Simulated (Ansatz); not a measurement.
Starting cell, HfO$_{2}$ (fluorite):

```
HfO2
1.0
    0.00000     5.05889     5.05889
    2.52945     0.00000     2.52945
    2.52945     2.52945     0.00000
Hf O
2 4
Direct
  0.00000   0.00000   0.00000
  0.50000   0.00000   0.00000
  0.12500   0.25000   0.25000
  0.62500   0.25000   0.25000
  0.37500   0.75000   0.75000
  0.87500   0.75000   0.75000
```

In this cell atom 5 (O, nearest neighbour Hf at 2.191 Å; its periodic images, 3.6 Å or more away, move with it) is moved by s along Cartesian [111], unit vector (0.577, 0.577, 0.577); all other atoms and the cell stay fixed.

Calculation: r2SCAN (plane waves to 500 eV, PAW, scalar-relativistic; Ansatz, a quantum-chemistry and plane-wave program). k mesh 9×9×9 (Γ-centred), Fermi-Dirac smearing 0.05 eV. The energy includes the smearing's −TS. Left out: 3 of 11 points, with atoms too close for the PAW data. HfO2 is run without spin polarisation. HfO2 was relaxed with its symmetry unable to fall. Spin-orbit coupling is left out, though Hf is heavy. The PAW data are Ansatz's earlier set. This is a high-temperature form of HfO2. ΔE is measured from the undisplaced structure.

```
s (Å)   ΔE (meV/cell)
------  -------------
-0.660           1677
-0.528       withheld
-0.396            727
-0.264            356
-0.132             99
0.000               0
0.132             125
0.264             571
```

Q: Fit a polynomial form (powers 2, 3, 4) to the given rows and predict ΔE at s = -0.528.

A: Least squares on the 7 given rows: ΔE = (6481)·s² + (5744)·s³ + (2665)·s⁴, in meV/cell with s in Å; root-mean-square residual 1.6 meV/cell. At -0.528 the fit gives 1168 meV/cell; the calculation gives 1177 meV/cell, so the interpolation is off by -9 (-0.8 %). The quadratic term alone would give 1807 meV/cell.

(For displaced atoms, the force is minus the slope of the energy, and its curvature is a force constant, which sets phonon frequencies.)
